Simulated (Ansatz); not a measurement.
# Relaxing an invented Al4Cu structure

Computed with DFT PBE, scalar-relativistic, plane waves, PAW in Ansatz 0.2.0. Cutoff 420 eV, Gaussian smearing, Γ-centred meshes. Cell and atoms relax first on a coarse mesh and then on a finer one. In between, the cell is made exact in the group found at 0.06 Å. In metals the finer mesh still leaves noise of several meV/atom or more. The steps can't lower the symmetry of their start. No spin polarisation.

Recipe of this trial structure of Al4Cu: random cell by space group and Wyckoff sites (F-43m, No. 216). The dimensions are guesses.

Space group F-43m (No. 216). a = 8.336 Å, b = 8.336 Å, c = 8.336 Å, α = 90.00°, β = 90.00°, γ = 90.00°
| atom | site | symmetry | x | y | z |
| --- | --- | --- | --- | --- | --- |
| Al | 16e | .3m | 0.1724 | 0.3276 | 0.1724 |
| Cu | 4d | -43m | 0.2500 | 0.2500 | 0.7500 |

The zero of energy is the elements' standard structures at the same level; no fitted shifts are applied.

Task: What does it relax into?

Result: The symmetry stays F-43m (No. 216). The volume per atom shrinks by 29.7 %, from 29.0 to 20.4 Å³. The shortest distance goes from 1.83 Å (Al–Al) to 2.61 Å (Al–Al). The energy falls by about 4.7 eV/atom (the start's value is from the coarse mesh). The end is written in a standard setting, so origin, axes and order of atoms can differ from the start's. Conventional cell: a = 7.411 Å. Al is surrounded by 6 Al at 2.61–2.63 Å and 3 Cu at 3.07 Å; Cu is surrounded by 12 Al at 3.07 Å.

```cif
data_structure
_symmetry_space_group_name_H-M 'F-43m'
_symmetry_Int_Tables_number 216
_cell_length_a 7.4114
_cell_length_b 7.4114
_cell_length_c 7.4114
_cell_angle_alpha 90.000
_cell_angle_beta 90.000
_cell_angle_gamma 90.000
_cell_volume 407.09
loop_
_atom_site_label
_atom_site_type_symbol
_atom_site_symmetry_multiplicity
_atom_site_Wyckoff_symbol
_atom_site_fract_x
_atom_site_fract_y
_atom_site_fract_z
_atom_site_occupancy
Al1 Al 16 e 0.62532 0.12532 0.87468 1
Cu1 Cu 4 d 0.25000 0.25000 0.75000 1
```

Task: Give its energy and gap.

Result: The formation energy is +0.44 eV/atom and the gap on the 10×10×10 mesh of the 5-atom cell is 0 eV (a metal).

The separate elements lie lower, so it is unstable against them.

The last run used Gaussian smearing of 0.10 eV. A structure relaxed within its symmetry needn't be a true minimum. Another cell of Al4Cu relaxed alike, in Immm, lies 0.41 eV/atom lower, so this cell isn't the stable form at this level.
